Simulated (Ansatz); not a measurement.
Relaxed-ion elastic tensor of W (bcc (W type), Im-3m) in GPa (Voigt order), PBE+D3(BJ) in the plane-wave PAW code Ansatz; density 19.36 g/cm³, 15.77 Å³ per atom.

```
543  207  207  0.0  0.0  0.0
207  543  207  0.0  0.0  0.0
207  207  543  0.0  0.0  0.0
0.0  0.0  0.0  154  0.0  0.0
0.0  0.0  0.0  0.0  154  0.0
0.0  0.0  0.0  0.0  0.0  154
```

Is the crystal mechanically stable?

Yes: the smallest eigenvalue of C is 154 GPa.

Work out the Voigt, Reuss and Hill averages.

K_V = 319, K_R = 319, K_H = 319; G_V = 160, G_R = 159, G_H = 159 GPa.

Give Young's modulus, Poisson's ratio, Pugh's ratio and the universal anisotropy index.

E = 9KG/(3K + G) = 410 GPa; ν = 0.29; K/G = 2.00 (ductile by the Pugh limit of 1.75); A_U = 5G_V/G_R + K_V/K_R − 6 = 0.01.

Estimate the sound speeds and the Debye temperature.

v_l = √((K + 4G/3)/ρ) = 5240 m/s, v_t = √(G/ρ) = 2870 m/s, mean 3200 m/s; Θ = (h/k)(3n/4πV)^(1/3) v_m = 380 K.

Give the Zener ratio and Young's modulus along [100], [110] and [111].

A = 2C44/(C11 − C12) = 0.92; 1/E = S11 − 2(S11 − S12 − S44/2)Γ with Γ = 0, 1/4, 1/3 gives 429, 405, 398 GPa.

The PBE+D3(BJ) relaxation kept the symmetry of its start. No spin polarisation was allowed. The pairwise dispersion correction was not fitted to metals. As this level gives no gap, shear constants depend on the k-mesh and smearing (Fermi–Dirac, 0.1 eV here). Scalar-relativistic: spin–orbit coupling is off unless named, which matters more the heavier the elements.

Potentials: the later of the program's two PAW sets.
